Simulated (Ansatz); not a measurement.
I:
```xyz
4
Lattice="3.7554 -2.2945 0.0000 3.7554 2.2945 0.0000 0.0000 0.0000 9.7913" Properties=species:S:1:pos:R:3 pbc="T T T"
I      3.7554    -1.5652     1.1791
I      3.7554     1.5652     8.6122
I      3.7554     0.7293     3.7166
I      3.7554    -0.7293     6.0747
```

Relaxed with r²SCAN+D4. Special points in fractions of this cell's reciprocal vectors: Γ (0.000, 0.000, 0.000); Y (0.500, 0.500, 0.000); F0 (0.343, 0.657, 0.000); Δ0 (-0.343, 0.343, 0.000); Z (0.000, 0.000, 0.500); B0 (-0.343, 0.343, 0.500); G0 (0.343, 0.657, 0.500); T (0.500, 0.500, 0.500); S (0.000, 0.500, 0.000); R (0.000, 0.500, 0.500).

Q: List the band energies nearest the valence-band maximum at these points for r²SCAN+D4 in the plane-wave PAW code Ansatz.

A: In eV from the valence-band maximum; about four levels below and three above (degenerate sets whole), none deeper than 8.9 eV; points with the same levels are listed once.

| k | below | above |
|---|---|---|
| Γ | -1.12 -0.64 -0.34 0.00 | 1.34 2.22 5.56 |
| Y | -1.78 -1.47 -0.83 -0.41 | 1.22 1.93 5.40 |
| F0 | -1.71 -1.10 -0.89 -0.38 | 1.86 2.02 6.95 |
| Z | -0.94 -0.94 -0.14 -0.14 | 1.61 1.61 6.15 6.15 |
| B0 | -0.92 -0.92 -0.55 -0.55 | 1.78 1.78 7.31 7.31 |
| T | -1.22 -1.22 -1.12 -1.12 | 1.41 1.41 6.40 6.40 |
| S | -1.51 -1.51 -0.68 -0.68 | 2.36 2.36 5.81 5.81 |
| R | -0.89 -0.89 -0.01 -0.01 | 1.59 1.59 6.22 6.22 |

Space group Cmce (molecular I2 type). The r²SCAN+D4 relaxation kept the symmetry of its start. Scalar-relativistic: spin–orbit coupling is off unless named, which matters more the heavier the elements.

Potentials: the later of the program's two PAW sets.
